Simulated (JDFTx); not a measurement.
Reference run:

Co(0001) slab cut from bulk Co (space group P6_3/mmc, indices of the conventional cell, lattice of the Materials Project entry mp-54, not re-optimised): 4 atoms in 4 planes, a 1x1 cell of 5.29 Å² (|a| = 2.472, |b| = 2.472 Å), 6.0 Å between the outermost planes, cell height 22.0 Å, 12×12×1 k mesh, Fermi smearing 0.004 Ha, spin-polarised from a ferromagnetic start.

Reference level: PBE, GBRV ultrasoft potentials, plane waves to 20/100 Ha, in JDFTx (a modified build). Unrelaxed; liquid: linear PCM (GLSSA13), water, 1 M NaF. Potentials refer to SHE, placed 4.44 V below the bulk liquid's zero by convention.

```
run                F per atom, vacuum (eV)  TS per atom (eV)  k states (both spins)  plane waves per k  work function (eV)  U_pzc (V)
-----------------  -----------------------  ----------------  ---------------------  -----------------  ------------------  ---------
run 1                            -4046.706             1.696                     38               3355                5.07       0.38
run 2                            -4046.016             0.066                     38               3355                5.02       0.30
run 3 (reference)                -4046.004             0.040                     38               3355                5.01       0.30
run 4                            -4045.996             0.021                     38               3355                5.01       0.29
```

**Question.** One setting differs between these runs. Which?
(A) slab thickness
(B) functional
(C) Fermi smearing width
(D) cell height

**Answer.** C, Fermi smearing width. The values, in order: 0.02 Ha; 0.005 Ha; 0.004 Ha; 0.003 Ha.
